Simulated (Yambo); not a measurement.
Yambo run on RbCaH$_{3}$ (cubic perovskite, space group Pm-3m, No. 221). The wavefunctions are norm-conserving PBEsol (Quantum ESPRESSO, 72 Ry, scalar-relativistic) ones on a 4×4×4 mesh (11 occupied bands); a = 4.5210 Å, b = 4.5210 Å, c = 4.5210 Å, α = 90.00°, β = 90.00°, γ = 90.00°.

Yambo input:

```
rim_cut
gw0
dyson
el_el_corr
HF_and_locXC
ppa
em1d
RandQpts= 1000000
RandGvec= 1 Ry
EXXRLvcs= 72 Ry
VXCRLvcs= 288 Ry
Chimod= "HARTREE"
% BndsRnXp
 1 | 162 |
%
NGsBlkXp= 8 Ry
% LongDrXp
 1.0 | 1.0 | 1.0 |
%
PPAPntXp= 15 eV
% GbndRnge
 1 | 162 |
%
GTermKind= "BG"
DysSolver= "n"
ExtendOut
% QPkrange
 6 | 6 | 11 | 12 |
%
```

k points by index: 6 = M.

The o-*.qp file then holds:

```
#    K-point    Band    Eo [eV]    E [eV]    E-Eo [eV]    Vxc [eV]    Vnlxc [eV]    Sc|Eo [eV]    Sc|E [eV]    dSc/dw|Eo [eV]    Re(Z)    Im(Z)
#
    6    11    0.000000    -1.614438    -1.614438    -10.61310    -14.30802    1.625325    2.080479    -7.670622    0.780092    -0.002090
    6    12    3.078470    4.055519    0.977049    -8.381096    -3.887301    -3.311414    -3.516745    -5.717574    0.826363    -0.001563
```
(The two width columns are left out.) Convergence of these settings isn't established.

Geometry of the Materials Project entry, not relaxed at this level.
